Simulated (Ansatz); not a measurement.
Input:

NiGe (CsCl type, space group No. 221), a = b = c = 2.9354 Å, α = β = γ = 90.00°.

This is the r²SCAN-relaxed structure.

Q: All from DFT-r²SCAN in the program Ansatz with PAW potentials, unless another level is named. Predict the electronic character.

A: metallic (no gap).

Q: And the formation energy from the elements (no fitted shifts)?

A: 0.039 eV/atom.

Q: Next, the density of states at the Fermi level?

A: 0.46 states/eV per atom (mean over ±0.08 eV).

Space group Pm-3m (CsCl type). A made-up cell: these elements were put on the sites of a structure type; neither database checked (COD, Materials Project) lists it. COD files the formula under space group No. 62, so this cell is another polymorph or a model. Its standing as an ambient phase is unchecked. Symmetry was held in the r²SCAN relaxation; whether a distortion lowers the energy is not shown. The workflow began spin-polarised and lost its moments. The references are the lowest solids computed at this level, not always the standard phases. Spin–orbit coupling is left out wherever it is not named.

Potentials: the later of the program's two PAW sets.
